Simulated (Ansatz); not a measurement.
Method: DFT PBE, scalar-relativistic, plane waves, PAW (Ansatz). Cutoff 420 eV, Γ-centred meshes of about 0.25 Å⁻¹ or finer for metals and 0.3 Å⁻¹ for insulators (2π included), Gaussian smearing. No spin polarisation.

Relaxed structures of Ba5HfO2, with energies over the first row. Coordination counts Ba or Hf atoms around O (for each partner element, those within 1.25 times its shortest distance or 1.15 times the sum of covalent radii, where it is the nearest in units of that sum or under 1.3).

```
#   form                                   sites  V (Å³/atom)  coordination  ΔE (meV/atom)
1  P-3m1              Ba 1b, 2d, 2d; Hf 1a; O 2d         33.2           O 6              0
2   P4mm  Ba 1a, 1b, 1b, 1a, 1b; Hf 1a; O 1a, 1b         34.4           O 5             12
```

A further structure, relaxed alike:

```cif
data_structure
_symmetry_space_group_name_H-M 'P 1'
_symmetry_Int_Tables_number 1
_cell_length_a 7.8023
_cell_length_b 7.8023
_cell_length_c 7.8023
_cell_angle_alpha 63.123
_cell_angle_beta 63.123
_cell_angle_gamma 63.123
_cell_volume 359.12
loop_
_atom_site_label
_atom_site_type_symbol
_atom_site_fract_x
_atom_site_fract_y
_atom_site_fract_z
_atom_site_occupancy
Ba1 Ba 0.50000 0.50000 0.00000 1
Ba2 Ba 0.00000 0.50000 0.50000 1
Ba3 Ba 0.50000 0.00000 0.50000 1
Ba4 Ba 0.87477 0.87477 0.87477 1
Ba5 Ba 0.12524 0.12524 0.12524 1
Hf1 Hf 0.50000 0.50000 0.50000 1
O1 O 0.60639 0.60639 0.60639 1
O2 O 0.39361 0.39361 0.39361 1
```

Task: Place it among the others.

Result: It is the lowest, 152 meV/atom below row 1, with space group R-3m (No. 166) and 44.9 Å³/atom. Counting Ba or Hf atoms around O, this cell has O 4 and row 1 has O 6. Ba on a site of symmetry 2/m has 2 O at 2.61 Å, 2 Hf at 3.90 Å, 4 Ba at 4.08 Å and 6 Ba at 4.54–4.70 Å; Ba on a site of symmetry 3m has 13 Ba at 4.54–4.96 Å, 3 Hf at 4.78 Å and 4 O at 4.87–5.00 Å; Hf has 2 O at 1.98 Å, 6 Ba at 3.90 Å and 6 Ba at 4.78 Å; around O lie 1 Hf at 1.98 Å, 3 Ba at 2.61 Å, 1 O at 3.97 Å and 4 Ba at 4.87–5.00 Å.

The k mesh leaves some 4 meV/atom of noise in the energy of each metallic cell. Spin–orbit coupling, which can matter for Hf, is left out. A magnetic state wasn't ruled out in cells without spin, among them R-3m, P-3m1, P4mm. With atoms moved at random, the further cell (by 24 meV/atom) fell into a lower structure. Row 1 and row 2 had no clear such test and can be saddle points. Some candidate types were left out of the draw beforehand, so a known form may be missing.
